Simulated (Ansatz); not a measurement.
CaAlO2F in space group P4/mmm (No. 123; Ca on 1d, Al on 1a, O on 2f, F on 1b), DFT-PBEsol in the program Ansatz with PAW potentials. The conduction-band minimum lies at Γ, with 1 equivalent valley. Second derivatives d²E/dk² of the lowest band at one valley (eV·Å²), along Cartesian directions:

```tsv
direction	d²E/dk²
[100]	12.04
[010]	12.04
[001]	15.28
[110]	12.04
[101]	13.66
[011]	13.66
```

**Question.** Find the principal effective masses, the density-of-states mass and the conductivity mass.

**Answer.** Off-diagonal terms follow from H_xy = H[110] − (H_xx + H_yy)/2, and m*/mₑ = 7.620 eV·Å² over each eigenvalue: 0.50, 0.63, 0.63. One valley's DOS mass (m₁m₂m₃)^(1/3) = 0.58, conductivity mass 3/(Σ 1/mᵢ) = 0.58 mₑ.

**Question.** What effective density of states Nc follows at 300 K for parabolic valleys?

**Answer.** Nc = 2.509e19 × 1 × (0.58)^(3/2) ≈ 1.1e19 cm⁻³.

The start of the workflow was typed in or built on a structure type; neither database checked (COD, Materials Project) lists it. Whether it is the stable phase at ambient conditions was not checked. Symmetry was held in the PBEsol relaxation. At this level the phase is dynamically unstable (imaginary phonons).

Potentials: the earlier of the program's two PAW sets. The files were generated under PBE; for other functionals the program regenerates the frozen cores, and for LDA and PBEsol the local potential too.

Edges and masses are those of Kohn–Sham bands, whose gap is no quasiparticle gap.
